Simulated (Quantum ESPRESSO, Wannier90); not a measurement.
# Tight-binding from DFT: LiF (rock salt)

Materials Project entry mp-1138; symmetrised, unrelaxed at this level. COD (Crystallography Open Database) has an entry of this formula and space group (matched by these alone). Level: PBEsol, no spin polarisation, no spin-orbit coupling; pw.x of Quantum ESPRESSO at 68 Ry with PseudoDojo potentials, 10×10×10 k-points, Wannier90. Density: 14×14×14 mesh, cold smearing 0.01 Ry.

Input w.win:

```
num_bands = 15
num_wann = 8
exclude_bands = 1
num_iter = 0
conv_tol = 1.0e-6
conv_window = 4
dis_num_iter = 1000
dis_conv_tol = 1.0e-6
dis_froz_max = 10.59
write_hr = true
write_u_matrices = true
begin projections
Li: s;p
F: s;p
end projections
begin unit_cell_cart
ang
    0.0000000000    2.0417150000    2.0417150000
    2.0417150000    0.0000000000    2.0417150000
    2.0417150000    2.0417150000    0.0000000000
end unit_cell_cart
begin atoms_frac
Li   0.0000000000  0.0000000000  0.0000000000
F    0.5000000000  0.5000000000  0.5000000000
end atoms_frac
mp_grid = 10 10 10
begin kpoints
0.0000000000 0.0000000000 0.0000000000
0.0000000000 0.0000000000 0.1000000000
0.0000000000 0.0000000000 0.2000000000
... (997 more lines: the 10x10x10 mesh through Gamma)
end kpoints
```

On the energy scale of pw.x, whose zero is arbitrary, the valence-band maximum lies at 0.50 eV. Lines of w_hr.dat (R1 R2 R3 m n Re Im, eV) for R = 0 and one of the shortest lattice vectors, rounded to 0.01 eV, lines under 0.02 eV left out; orbitals in order: Li1 s, Li1 pz, Li1 px, Li1 py, F2 s, F2 pz, F2 px, F2 py.

```
    0    0    0    1    1    17.68     0.00
    0    0    0    2    2    18.21     0.00
    0    0    0    7    2     0.03     0.00
    0    0    0    8    2     0.03     0.00
    0    0    0    3    3    18.21     0.00
    0    0    0    6    3     0.03     0.00
    0    0    0    8    3     0.03     0.00
    0    0    0    4    4    18.21     0.00
    0    0    0    6    4     0.03     0.00
    0    0    0    7    4     0.03     0.00
    0    0    0    5    5   -18.34     0.00
    0    0    0    3    6     0.03     0.00
    0    0    0    4    6     0.03     0.00
    0    0    0    6    6    -0.18     0.00
    0    0    0    2    7     0.03     0.00
    0    0    0    4    7     0.03     0.00
    0    0    0    7    7    -0.18     0.00
    0    0    0    2    8     0.03     0.00
    0    0    0    3    8     0.03     0.00
    0    0    0    8    8    -0.18     0.00
   -1    0    0    1    1    -0.55     0.00
   -1    0    0    2    1     0.54     0.00
   -1    0    0    4    1     0.54     0.00
   -1    0    0    1    2    -0.54     0.00
   -1    0    0    2    2     0.55     0.00
   -1    0    0    4    2     0.68     0.00
   -1    0    0    3    3    -0.12     0.00
   -1    0    0    1    4    -0.54     0.00
   -1    0    0    2    4     0.68     0.00
   -1    0    0    4    4     0.55     0.00
   -1    0    0    1    5     0.15     0.00
   -1    0    0    3    5    -1.47     0.00
   -1    0    0    5    5    -0.03     0.00
   -1    0    0    6    5     0.10     0.00
   -1    0    0    8    5     0.10     0.00
   -1    0    0    2    6    -0.45     0.00
   -1    0    0    5    6    -0.10     0.00
   -1    0    0    6    6     0.10     0.00
   -1    0    0    8    6     0.17     0.00
   -1    0    0    1    7     0.56     0.00
   -1    0    0    3    7     1.86     0.00
   -1    0    0    7    7    -0.04     0.00
   -1    0    0    4    8    -0.45     0.00
   -1    0    0    5    8    -0.10     0.00
   -1    0    0    6    8     0.17     0.00
   -1    0    0    8    8     0.10     0.00
```
